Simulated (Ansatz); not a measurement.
Consider the following.

ZrOs (CsCl type, Pm-3m), a = 3.2261 Å, b = 3.2261 Å, c = 3.2261 Å, α = 90.00°, β = 90.00°, γ = 90.00°.

This is the LDA-relaxed structure.

Task: All from plane-wave PAW LDA (Ansatz code), unless another level is named. Give the density of states at the Fermi level.

Result: 0.22 states/eV per atom (mean over ±0.08 eV).

Task: Predict the formation energy from the elements (no fitted shifts).

Result: -0.53 eV/atom.

The first step of the workflow began from a Materials Project structure, measured or hypothetical; the Crystallography Open Database files this formula in space group No. 221, but the cells were not matched. Whether it is the stable phase at ambient conditions was not checked. Symmetry was held in the LDA relaxation; of distortions, only those at the zone centre were tested. No spin polarisation was allowed. The references are the lowest solids computed at this level, not always the standard phases. Spin–orbit coupling is left out wherever it is not named.

Potentials: the later of the program's two PAW sets.
